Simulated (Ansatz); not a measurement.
Li:
```yaml
crystal:
  lattice:
    - [-3.47608, 3.47608, 3.47608]
    - [3.47608, -3.47608, 3.47608]
    - [3.47608, 3.47608, -3.47608]
  atoms:
    - { symbol: Li, position: [0.00011, 0.50000, 0.00000] }
    - { symbol: Li, position: [0.50000, 0.00000, 0.50011] }
    - { symbol: Li, position: [0.00000, 0.00011, 0.50000] }
    - { symbol: Li, position: [0.99989, 0.99989, 0.99989] }
    - { symbol: Li, position: [0.49989, 0.49989, 0.49989] }
    - { symbol: Li, position: [0.00000, 0.50011, 0.50000] }
    - { symbol: Li, position: [0.50000, 0.00000, 0.00011] }
    - { symbol: Li, position: [0.50011, 0.50000, 0.00000] }
```

Relaxed with r²SCAN.

Question: Map the electron localisation function on the plane through (0.000, 0.500, 0.000) spanned by u = [1, 1, 0] and v = [1, -1, 0] in lattice vectors, from DFT-r²SCAN in the program Ansatz with PAW potentials.

Answer: x is the fraction of u, y of v (the angle between them is 90°; rows are the nearest grid lines); atoms in the plane: Li at (0.00, 0.00), Li at (0.50, 0.50), Li at (0.25, 0.75), Li at (0.75, 0.25), Li at (0.50, 1.00), Li at (1.00, 0.50), Li at (0.25, 0.25), Li at (0.75, 0.75).
```
|@@%   -+***=.  =@@@@=  .=***+-   %@@|
|=:   .=+***+-   .==.   -+***+=.   -=|
|    .-+****+=:        :=+****+-.    |
|--==++==--==+++==--==++===--==++==--|
|**++-        .=+****+=.        -++**|
|**+:   #@@@-  .=+**+=.  -@@@#   :+**|
|**+:  :@@@@*   =+**+=   *@@@@:  :+**|
|**+-.   -=:   :+****+:   :=-   .=+**|
|++++=-.    .:=++++++++=:.    .-=++++|
|  .:-++++++++=-.    .-=++++++++-:.  |
|    .-+****+=:        :=+****+-.    |
|@@+   -+***=:  :%@@%:  :=***+-   +@@|
|@@+   -+***=:  :%@@%:  :=***+-   +@@|
|    .-+****+=:        :=+****+-.    |
|  .:-++++++++=-.    .-=++++++++-:.  |
|++++=-.    .:=++++++++=:.    .-=++++|
|**+=.   -=:   :+****+:   :=-   .=+**|
|**+:  :@@@@*   =+**+=   *@@@@:  :+**|
|**+:   #@@@-  .=+**+=.  -@@@#   :+**|
|**++-        .=+****+=.        -++**|
|--==++==--===++==--==++===--==++==--|
|    .-+****+=:        :=+****+-.    |
|=-   .=+***+-   .==.   -+***+=.   :=|
|@@%   -+***=.  =@@@@=  .=***+-   %@@|
```
Scale: ten equal steps from 0.016 (start of ' ') to 1.00 (end of '@'), in the order ' .:-=+*#%@'; x runs from 0.000 to 1.00, y from 0.000 (bottom) to 1.00 (top).

The density is the valence pseudo-density with augmentation charge, so density and ELF within about 1 Å of a nucleus are not all-electron values.

Space group Im-3m (bcc (W type)). The r²SCAN relaxation kept the symmetry of its start.

Potentials: the earlier of the program's two PAW sets. The files were generated under PBE; for other functionals the program regenerates the frozen cores, and for LDA and PBEsol the local potential too.
